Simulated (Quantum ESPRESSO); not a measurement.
## Kohn-Sham bands of TlBiS₂ (R-3m)

```
CELL_PARAMETERS angstrom
     -2.06152     3.57067     0.00000
     -4.12305     0.00000     0.00000
     -2.06152     1.19022     7.40733
ATOMIC_POSITIONS crystal
  Tl 0.50000 0.50000 0.50000
  Bi 0.00000 0.00000 0.00000
  S  0.73689 0.73689 0.78933
  S  0.26311 0.26311 0.21067
```

Cell from Materials Project (mp-554310), symmetrised, no further relaxation. COD (Crystallography Open Database) has an entry of this formula and space group (matched by these alone). Computed values, not measurements, from PBEsol: Quantum ESPRESSO (norm-conserving PseudoDojo potentials, cutoff 53 Ry, spinors with spin-orbit coupling) on a Γ-centred 6×6×6 mesh, then Wannier90. Density: 10×10×10 mesh, Gaussian smearing 0.01 Ry. With spin-orbit coupling a semilocal functional can close or falsely invert a small gap; the band order was not checked against a better method.

Energies are relative to the Fermi level; weights are on the orthonormalised atomic waves of the pseudopotential files, averaged over the group. 40 electrons a cell are treated as valence.

```csv
bands,from (eV),to (eV),filling,weight on atomic waves
1–4,-24.33,-24.32,filled,[?]
5–10,-21.36,-21.32,filled,[?]
11–18,-13.92,-11.59,filled,[?]
19–26,-10.59,-8.47,filled,[?]
```

**Question.** Which atomic shells make up each group?

**Answer.** 
- 1–4, weight on atomic waves: Bi 5d 100 %
- 5–10, weight on atomic waves: Bi 5d 100 %
- 11–18, weight on atomic waves: Tl 5d 50 %, S 3s 36 %, Bi 6s 6 %
- 19–26, weight on atomic waves: Tl 5d 74 %, Bi 6s 15 %, S 3s 6 %

No gap over 0.05 eV opens at the Fermi level at this level of theory; semilocal functionals close the gap of some real semiconductors.
